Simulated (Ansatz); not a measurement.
## Stability checks on a candidate for In3Se

The cell was found from a structure generator's guess, not taken from experiment.

Level of theory: Ansatz, DFT PBE, scalar-relativistic, plane waves, PAW. Plane waves to 420 eV, a 12×12×12 mesh through Γ for the 4-atom cell and 0.10 eV Gaussian smearing; no spin polarisation.

```cif
data_structure
_symmetry_space_group_name_H-M 'Im-3m'
_symmetry_Int_Tables_number 229
_cell_length_a 6.0743
_cell_length_b 6.0743
_cell_length_c 6.0743
_cell_angle_alpha 90.000
_cell_angle_beta 90.000
_cell_angle_gamma 90.000
_cell_volume 224.12
loop_
_atom_site_label
_atom_site_type_symbol
_atom_site_symmetry_multiplicity
_atom_site_Wyckoff_symbol
_atom_site_fract_x
_atom_site_fract_y
_atom_site_fract_z
_atom_site_occupancy
In1 In 6 b 0.50000 0.00000 0.00000 1
Se1 Se 2 a 0.00000 0.00000 0.00000 1
```

The zero of energy is the elements' standard structures at the same level; no fitted shifts are applied.

Q: These tests were run: energy against the elements; phonons at Γ. What do they show?

A:

```json
{"test": "energy against the elements", "result": "−0.13 eV/atom"}
{"test": "phonons at Γ", "result": "imaginary modes down to 43i cm⁻¹"}
```

It fails one test: phonons at Γ. So it isn't even a local minimum.

An odd number of electrons in the primitive cell allows no gap without spin; a larger cell or a magnetic state could open one. The reference form of Se is held partly by dispersion forces, which this level lacks. The run for the phonons used a 12×12×12 k mesh and Fermi–Dirac smearing of 0.15 eV.
